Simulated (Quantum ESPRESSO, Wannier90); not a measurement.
# Wannier functions of SnSe$_{2}$ (CdI2 type)

```
begin unit_cell_cart
ang
    3.8419000005    0.0000000000    0.0000000000
   -1.9209500003    3.3271829992    0.0000000000
    0.0000000000    0.0000000000    6.4858800000
end unit_cell_cart
begin atoms_frac
Sn   0.0000000000  0.0000000000  0.0000000000
Se  -0.3333333333  0.3333333333 -0.2429000000
Se   0.3333333333 -0.3333333333  0.2429000000
end atoms_frac
```

Structure: Materials Project mp-665, symmetrised, not relaxed again. COD (Crystallography Open Database) has the formula in 2 space groups, this one among them (matched by group alone). Level: PBEsol, no spin polarisation, no spin-orbit coupling; pw.x of Quantum ESPRESSO at 69 Ry with PseudoDojo potentials, 12×12×6 k-points, Wannier90. Density: 12×12×6 mesh, Gaussian smearing 0.01 Ry. The cell is built of weakly bound layers, chains or molecules, whose nearest atoms lie 4.01 Å apart. Database cells relaxed without dispersion often hold them too far apart, which can enlarge gaps and weakens couplings between them; spacing and stacking were not compared with the measured crystal. Spin-orbit coupling is left out although heavy elements are present.

A tight-binding model is made by disentanglement and projection with no localisation steps (num_iter = 0), so the 12 orbitals stay atom-like: hydrogen-like Sn: s;p; Se: s;p, axes along x, y, z; frozen window up to 2.15 eV relative to the valence-band maximum. It follows pw.x to 0.6 meV rms for states up to 1.6 eV relative to the valence-band maximum. Matrix elements depend on this choice of orbitals and windows.

Problem. What are the on-site energies relative to the valence-band maximum, and how fast do the hoppings decay?

Solution. 
| atom | orbitals | energy (eV) |
|---|---|---|
| Sn1 | s | -4.31 |
| Sn1 | pz | 2.82 |
| Sn1 | px py | 2.61 |
| Se2 | s | -11.13 |
| Se2 | pz px py | -0.57 |
| Se3 | s | -11.13 |
| Se3 | pz px py | -0.57 |

```json
[
 {"distance of the centres (Å)": "2–3", "largest modulus (eV)": "1.5"},
 {"distance of the centres (Å)": "3–4", "largest modulus (eV)": "0.43"},
 {"distance of the centres (Å)": "4–5", "largest modulus (eV)": "0.064"},
 {"distance of the centres (Å)": "5–6", "largest modulus (eV)": "0.22"},
 {"distance of the centres (Å)": "6–7", "largest modulus (eV)": "0.090"},
 {"distance of the centres (Å)": "7–8", "largest modulus (eV)": "0.023"},
 {"distance of the centres (Å)": "8–9", "largest modulus (eV)": "0.028"},
 {"distance of the centres (Å)": "9–10", "largest modulus (eV)": "0.028"},
 {"distance of the centres (Å)": "10–11", "largest modulus (eV)": "0.0035"},
 {"distance of the centres (Å)": "11–12", "largest modulus (eV)": "0.0030"},
 {"distance of the centres (Å)": "12–13", "largest modulus (eV)": "0.0028"}
]
```
